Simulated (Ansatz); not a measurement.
Relaxed candidate structures of CrGe:

A. P2₁3 (No. 198), cP8; a = 4.7002 Å, b = 4.7002 Å, c = 4.7002 Å, α = 90.00°, β = 90.00°, γ = 90.00°; Cr 4a (0.138, 0.138, 0.138); Ge 4a (0.845, 0.845, 0.845); ferromagnetic

B. Fm-3m (No. 225), cF8, rock salt type; a = b = c = 4.933 Å, α = β = γ = 90.00°; Ge 4a (0.000, 0.000, 0.000); Cr 4b (0.500, 0.500, 0.500); ferromagnetic

C. F-43m (No. 216), cF8, zinc blende type; a = b = c = 5.497 Å, α = β = γ = 90.00°; Ge 4c (0.250, 0.250, 0.250); Cr 4a (0.000, 0.000, 0.000); ferromagnetic

Q: Order them by energy per atom (lowest first) at the level PBEsol (plane waves to 420 eV, PAW, scalar-relativistic; Ansatz, a program for electronic structure).

A: A (reference, the lowest among the structures calculated here), B (+0.40 eV/atom), C (+1.14 eV/atom)

Each run could gain symmetry but not lose that of its start, so entries can be saddle points. From databases, or of a type measured for this composition: P2₁3, cP8, ferromagnetic; the others are generated cells (placed on structure types, drawn at random, substituted or restacked) that were not matched to a known phase here. Each structure is listed in the lowest spin state found for it. Static energies at zero pressure. Spin states reached: ferromagnetic; spin orders were not searched systematically.
